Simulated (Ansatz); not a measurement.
A geometry of Rh away from equilibrium: step 2 of the relaxation of a relaxed Rh cell displaced along its unstable phonon at q = (½, ½, 0) of its primitive reciprocal cell (65i cm⁻¹), largest move 0.15 Å. Method: PBEsol (plane waves to 420 eV, PAW, scalar-relativistic; Ansatz, a quantum-chemistry and plane-wave program). Γ-centred k-mesh 13×13×13 on the run's cell (coarser than for final values), Fermi–Dirac smearing 0.05 eV.

```
CELL_PARAMETERS angstrom
      4.94985     0.00000     0.00000
      2.47493     2.47493     0.00000
      0.00000     0.00000     2.51098
ATOMIC_POSITIONS crystal
  Rh 0.00000 0.50000 0.57504
  Rh 0.50000 0.50000 0.42496
```

Question: Give the Cartesian forces on all atoms (eV/Å).

Answer: 
| atom | Fx | Fy | Fz |
|---|---|---|---|
| Rh1 | 0.00 | 0.00 | 0.40 |
| Rh2 | 0.00 | 0.00 | -0.40 |

Question: What is the pressure?

Answer: +1.3 GPa, compression positive.

Question: How much energy per atom can still be gained by relaxing?

Answer: 0.63 eV/atom; the path ends in I4/mmm (No. 139) (AFLOW prototype A_tI2_139_a (A_a)).

No spin polarisation in the result.

The run could not lose the symmetry of its start: the end is stationary, and may be a saddle point rather than a minimum.

The end of the path is a generated cell of Rh: the first start was made by placing the elements on the sites of a structure type, and the end was not matched to a known phase here, so it may be hypothetical. Known forms of Rh include space group No. 225.
